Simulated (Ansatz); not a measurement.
KMgH3 (cubic perovskite)

```xyz
5
Lattice="3.9920 0.0000 0.0000 0.0000 3.9920 0.0000 0.0000 0.0000 3.9920" Properties=species:S:1:pos:R:3 pbc="T T T"
K      0.0000     0.0000     0.0000
Mg     1.9960     1.9960     1.9960
H      1.9960     0.0000     1.9960
H      0.0000     1.9960     1.9960
H      1.9960     1.9960     0.0000
```

The volume is varied about the relaxed value V₀ at fixed cell shape. Symmetry pins the atoms to their sites.

The numbers are results of r2SCAN (plane waves to 500 eV, PAW, scalar-relativistic; Ansatz, an electronic-structure program), not measurements. k mesh 8×8×8 (Γ-centred), Fermi-Dirac smearing 0.05 eV. E stands for the smeared free energy. Compression counts positive. KMgH3 was relaxed with its symmetry unable to fall. ΔE is measured from the relaxed starting cell.

```tsv
V (Å³/atom)	ΔE (meV/atom)
11.451	17.4
11.706	10.8
11.960	5.9
12.215	2.5
12.469	0.6
12.724	0.0
12.978	0.6
13.233	2.3
13.487	4.9
13.742	withheld
13.996	12.9
```

**Question.** Fit a third-order Birch-Murnaghan form (E₀, V₀, B₀, B₀′ free) to the given rows and predict ΔE at V = 13.742.

**Answer.** Least squares on the 10 given rows: ΔE = E₀ + (9V₀B₀/16)·y²·[2 + (B₀′ − 4)y], y = (V₀/V)^(2/3) − 1, with V₀ = 12.723 Å³/atom, B₀ = 37.48 GPa (160.2 GPa = 1 eV/Å³; the term in eV is multiplied by 1000), B₀′ = 3.53, E₀ = 0.01 meV/atom; root-mean-square residual 0.02 meV/atom. At 13.742 the fit gives 8.5 meV/atom; the calculation gives 8.5 meV/atom, the same to the digits shown. For the pressure the fit gives -2.52 GPa against the computed -2.51 GPa.

(A scan under strain: stresses follow from slopes of the energy per volume, elastic moduli from its curvatures.)
